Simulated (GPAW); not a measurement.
ScAlN2: changing the functional

```xyz
8
Lattice="-2.1995 2.1995 4.1986 2.1995 -2.1995 4.1986 2.1995 2.1995 -4.1986" Properties=species:S:1:pos:R:3 pbc="T T T"
Sc    0.0000    0.0000    0.0000
Sc    0.0000    2.1995    2.0993
Al    0.0000    0.0000    4.1986
Al    2.1995    0.0000    2.0993
N     0.0000    0.0000    6.1931
N     2.1995    0.0000    0.1048
N     0.0000    0.0000    2.2042
N     2.1995    0.0000    4.0938
```

The cell comes from a database or a generator and needn't be the stable form of this composition.

Kept alike: task band structure; k mesh 6 × 6 × 6; occupations fermi-dirac, width 0.05 eV; no spin polarisation. Program: GPAW, potentials by row: the program's PAW data sets (release 1.2.1) made for this functional (LDA); GPAW PAW data sets (gpaw-data 1.2.1) (PBE); PAW data sets generated for this functional (PBEsol), cutoff 800 eV. The mesh is that of the run's cell of 8 atoms. No spin-orbit coupling.

| run | band gap (eV) | pressure (GPa) |
| --- | --- | --- |
| A | 0.881 | -6.00 |
| B | 0.975 | -1.00 |
| C | 0.855 | -12.17 |

Pressure is positive in compression; the values hold the error of the finite cutoff, so their zero can differ a little from the energy's minimum. Gaps are the smaller of the mesh's and the band path's.

Problem. The runs differ in the functional alone: LDA; PBE; PBEsol. Which run is which?

Solution. Run A is PBEsol; run B is PBE; run C is LDA. The band gap runs from 0.855 (LDA) to 0.975 eV (PBE). From PBE: LDA -0.120; PBEsol -0.094. The pressure runs from -12.17 (LDA) to -1.00 GPa (PBE). From PBE: LDA -11.17; PBEsol -5.00.
